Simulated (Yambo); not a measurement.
Material: BeS (zinc blende, space group F-43m, No. 216) under isotropic strain of +1 % on all lattice vectors; a = b = c = 3.456 Å, α = β = γ = 60.00° (2 atoms in the cell). The PBEsol cell relaxed from Materials Project entry mp-422 was given an isotropic strain of +1 % on all lattice vectors, and the atoms were relaxed again.

With PBEsol (pw.x of Quantum ESPRESSO, ONCV potentials, no spin-orbit coupling), the gap between the mesh's edge points (Γ → X) is 2.981 eV.

Q: Estimate the G0W0 gap between the same points from Yambo (6×6×6 Γ-centred k mesh, bands 2 to 62 and a 10 Ry block in the screening, 62 bands in G with the Bruneval-Gonze terminator, plasmon pole fitted at 27.2 eV).

A: The correction is 1.630 eV, giving 4.611 eV, 1.5 times the PBEsol value.  Convergence of the G0W0 settings was not tested.
